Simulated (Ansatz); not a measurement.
A trial structure of RbYAgC₆N₆ was built thus: cyanide-bridged rock-salt net of two metals, 1 guest cations a cell (F-43m, No. 216). Its size is a rough estimate.

```cif
data_structure
_symmetry_space_group_name_H-M 'F-43m'
_symmetry_Int_Tables_number 216
_cell_length_a 10.8040
_cell_length_b 10.8040
_cell_length_c 10.8040
_cell_angle_alpha 90.000
_cell_angle_beta 90.000
_cell_angle_gamma 90.000
_cell_volume 1261.11
loop_
_atom_site_label
_atom_site_type_symbol
_atom_site_symmetry_multiplicity
_atom_site_Wyckoff_symbol
_atom_site_fract_x
_atom_site_fract_y
_atom_site_fract_z
_atom_site_occupancy
Rb1 Rb 4 c 0.25000 0.25000 0.25000 1
Y1 Y 4 b 0.50000 0.00000 0.00000 1
Ag1 Ag 4 a 0.00000 0.00000 0.00000 1
C1 C 24 f 0.18715 0.00000 0.00000 1
N1 N 24 f 0.29545 0.00000 0.00000 1
```

All numbers below come from DFT PBE, scalar-relativistic, plane waves, PAW (Ansatz). Cutoff 420 eV, Gaussian smearing, Γ-centred meshes. Cell and atoms relax first on a coarse mesh and then on a finer one. In between, the cell is made exact in the group found at 0.06 Å. In metals the finer mesh still leaves noise of several meV/atom or more. The steps can't lower the symmetry of their start. Collinear spin is switched on along the way, since trial moments persisted in a coarse test.

A guess keeps its type if space group and coordination stay and the shape of the cell changes little (axis ratios within about 15 %, angles within 6°); the volume may change.

Problem. Will the relaxed cell still be of the starting type?

Solution. It keeps its type. The symmetry stays F-43m (No. 216). The volume per atom grows by 28.2 %, from 21.0 to 26.9 Å³. The shortest distance stays 1.17 Å (C–N). Counting neighbours within 15 % of an atom's shortest distance, the start has Ag 6, C 1, N 1, Rb 24, Y 6 and the end Ag 6, C 1, N 1, Rb 24, Y 6.

The zero of energy is the elements' standard structures at the same level (N₂ as a molecule); no fitted shifts are applied.

Problem. At what energy does it end?

Solution. +0.14 eV/atom. A positive value: parting into the elements would lower its energy.

The last run used collinear spin, a 6×6×6 mesh for its 15-atom cell and Gaussian smearing of 0.10 eV. The reference form of C is held partly by dispersion forces, which this level lacks. Another magnetic order may lie lower. Symmetry constrained the relaxation, so the result can be a saddle point.
